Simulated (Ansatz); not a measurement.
GaSb:
```
GaSb
1.0
   -1.57437     2.55211     2.82688
    1.57437    -2.55211     2.82688
    1.57437     2.55211    -2.82688
Ga Sb
1 1
Direct
  0.00000   0.00000   0.00000
  0.50000   0.50000   0.00000
```

Relaxed with PBEsol. Special points in fractions of this cell's reciprocal vectors: Γ (0.000, 0.000, 0.000); X (0.500, 0.500, -0.500); F2 (0.328, 0.672, -0.328); Σ0 (-0.328, 0.328, 0.328); Y0 (0.454, -0.454, 0.454); U0 (0.546, 0.454, -0.454); R (0.000, 0.500, 0.000); W (0.250, 0.250, 0.250); S (0.500, 0.000, 0.000); T (0.000, 0.000, 0.500).

**Question.** List the band energies nearest the Fermi level at these points for PBEsol (plane waves, PAW; program Ansatz).

**Answer.** In eV from the Fermi level; about four levels below and three above (degenerate sets whole), none deeper than 8.9 eV; points with the same levels are listed once.

```csv
k,below,above
Γ,-2.59 -2.18 -1.58,3.43 4.90 6.45
X,-5.85 -5.49 -5.04,2.48 6.46 10.39
F2,-5.36 -3.79 -3.05 -3.04,4.07 4.97 7.27
Y0,-6.36 -5.44 -4.34,2.53 6.50 10.18
R,-6.51 -1.80 -0.45 -0.35,0.89 2.95 3.63
W,-8.06 -5.31 -4.78 -3.62,2.92 4.07 5.10
S,-8.37 -0.05,1.54 2.73 3.16
T,-5.42 -3.12 -2.31 -2.06,3.07 4.38 7.26
```

Space group Immm. The first step of the workflow began from a Materials Project structure, measured or hypothetical; the Crystallography Open Database copy checked does not list it. It is not the phase usual at ambient conditions (space group No. 216). The PBEsol relaxation kept the symmetry of its start; of distortions, only those at the zone centre were tested, and some modes there are weakly imaginary. Scalar-relativistic: spin–orbit coupling is off unless named, which matters more the heavier the elements.

Potentials: the earlier of the program's two PAW sets.
